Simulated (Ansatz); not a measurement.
Relaxed SrO (rock salt):

```
SrO
1.0
    0.00000     2.59750     2.59750
    2.59750     0.00000     2.59750
    2.59750     2.59750     0.00000
O Sr
1 1
Direct
  0.00000   0.00000   0.00000
  0.50000   0.50000   0.50000
```

The atoms are displaced by Q × the pattern below (from a DFPT mode at Γ, largest move 1; Q in Å), at fixed cell. It is one choice among 3 degenerate patterns.

```json
[
 {"atom": "O1", "x": "0.000", "y": "0.000", "z": "1.000"},
 {"atom": "Sr2", "x": "0.000", "y": "0.000", "z": "-0.183"}
]
```

Method: PBE (plane waves to 420 eV, PAW, scalar-relativistic; Ansatz, a quantum-chemistry and plane-wave program). k mesh 11×11×11 (Γ-centred), Fermi-Dirac smearing 0.05 eV. The energy includes the smearing's −TS. SrO was relaxed with its symmetry unable to fall. The zero of ΔE is the undisplaced structure.

```
Q (Å)    ΔE (meV/cell)
-------  -------------
-0.2800          143.6
-0.2333           90.1
-0.1867           52.6
-0.1400           27.4
-0.0933       withheld
-0.0467            2.8
0.0000             0.0
0.0467             2.8
0.0933        withheld
0.1400            27.4
0.1867            52.6
0.2333            90.1
0.2800           143.6
```

Task: Fit an even polynomial form (powers 2, 4) to the given rows and predict ΔE at Q = 0.0933.

Result: Least squares on the 11 given rows: ΔE = (1253)·Q² + (7385)·Q⁴, in meV/cell with Q in Å; root-mean-square residual 0.03 meV/cell. At 0.0933 the fit gives 11.5 meV/cell; the calculation gives 11.4 meV/cell, so the interpolation is off by 0.1 (+0.9 %). The quadratic term alone would give 10.9 meV/cell.

(For displaced atoms, the force is minus the slope of the energy, and its curvature is a force constant, which sets phonon frequencies.)
